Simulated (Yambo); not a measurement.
A G0W0@PBEsol run in Yambo for NaOH (space group P2_1/m, No. 11) (4×4×2 Γ-centred k mesh, bands 3 to 117 and a 8 Ry block in the screening, 117 bands in G with the Bruneval-Gonze terminator, plasmon pole fitted at 27.2 eV) gives these matrix elements, in eV, at the band edges (Γ → Γ):

```json
[
 {"state": "valence edge", "E0": "0.000", "<Vxc>": "-19.234", "<Σx>": "-25.131", "<Σc(E0)>": "3.793", "Z": "0.800"},
 {"state": "conduction edge", "E0": "3.305", "<Vxc>": "-10.208", "<Σx>": "-5.976", "<Σc(E0)>": "-2.907", "Z": "0.870"}
]
```

Solve the linearised quasiparticle equation for both states, give the gap, and say how exchange and correlation each act on it.

E = E0 + Z(Σx + Σc − Vxc). Valence: 0.000 + 0.800 × (-25.131 + (3.793) − (-19.234)) = -1.68 eV. Conduction: 3.305 + 0.870 × (-5.976 + (-2.907) − (-10.208)) = 4.46 eV. The gap is 6.14 eV, against 3.30 eV in PBEsol. Replacing Vxc by bare exchange alone would open it by 10.13 eV; correlation takes back 6.70 eV of that, and Z scales what is left. Nearest settings tried, and what they do to the gap: 76 bands in G: +3 meV; 46 bands in W, 46 bands in G: +102 meV; 7 Ry block (125 vectors against 161): -51 meV. Not varied: mesh. So the settings aren't converged at that level. 

Geometry relaxed with PBE+D3(BJ); primitive cell a = 3.3674 Å, b = 3.4408 Å, c = 5.3010 Å, α = 90.00°, β = 102.92°, γ = 90.00°.
